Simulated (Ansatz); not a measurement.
**BiTe: stationary points along a deformation path**

These are results of Ansatz 0.2.0, DFT r2SCAN, scalar-relativistic, plane waves, PAW, not measurements. Settings: plane waves to 500 eV, k-mesh 12×12×12 (Γ-centred), Fermi–Dirac smearing 0.1 eV. Spin–orbit coupling is left out, which can shift energies with elements as heavy as these. No spin polarisation. Energies are free energies at this smearing, counted from the undisturbed cell; pressure is positive in compression.

The starting cell (as given, not relaxed at this level; it stands at -0.7 GPa, and it needn't be the usual structure):

```
CELL_PARAMETERS angstrom
2.42271 1.39875 3.31729
-2.42271 1.39875 3.31729
0.00000 -2.79750 3.31729
ATOMIC_POSITIONS crystal
Bi 0.50000 0.50000 0.50000
Te 0.00000 0.00000 0.00000
```

At fixed volume and fractional coordinates, lengths along (0.000, 0.000, 1.000) are scaled against those across it; ρ is that ratio over its starting value. V = 33.725 Å³/atom. Δσ is the stress along the axis less the mean stress across it (compression positive).

| ρ | ΔE (meV/atom) | Δσ (GPa) | space group |
| --- | --- | --- | --- |
| 0.800 | 99.5 | 5.83 | R-3m |
| 0.850 | 54.8 | 4.56 | R-3m |
| 0.920 | 15.9 | 2.43 | R-3m |
| 0.960 | 4.7 | 1.31 | R-3m |
| 1.000 | 0.0 | 0.37 | R-3m |
| 1.050 | 0.0 | -0.22 | R-3m |
| 1.100 | 1.4 | -0.18 | R-3m |
| 1.200 | 2.3 | 0.00 | R-3m |
| 1.300 | 2.3 | -0.06 | R-3m |

Task: How does the stress give the slope of the energy, and where is the energy stationary?

Result: Along the path d ln(length) is 2/3 d ln ρ on the axis and −1/3 d ln ρ across it, so dE/d ln ρ = −(2/3) V Δσ: the energy falls with ρ where Δσ is positive. Δσ vanishes or changes sign between ρ = 1.000 and 1.050, a minimum (near 1.03 by linear interpolation); at ρ = 1.200 (R-3m), a stationary point at 2.3 meV/atom. Pairs of stationary points between two samples would go unseen, and could change a minimum read from distant neighbours into a maximum.

Task: Integrate that slope from ρ = 1 to 1.200 by the trapezoid rule.

Result: With V/N in Å³ and 1 eV/Å³ = 160.2 GPa the slopes at ρ = 1.000, 1.050, 1.100, 1.200 are -51, 31, 26, 0 meV/atom per unit of ln ρ. The steps add (-0.5) + 1.3 + 1.1 = 1.9 meV/atom, against 2.3 from the energies; the trapezoid rule misses the curvature of the slope within each step.

In a metal these slopes depend on the k mesh and the smearing.

Cost: 9 runs of about 4.6 core-minutes in all, on AMD EPYC 7R43 (Zen 3) (shared hosts).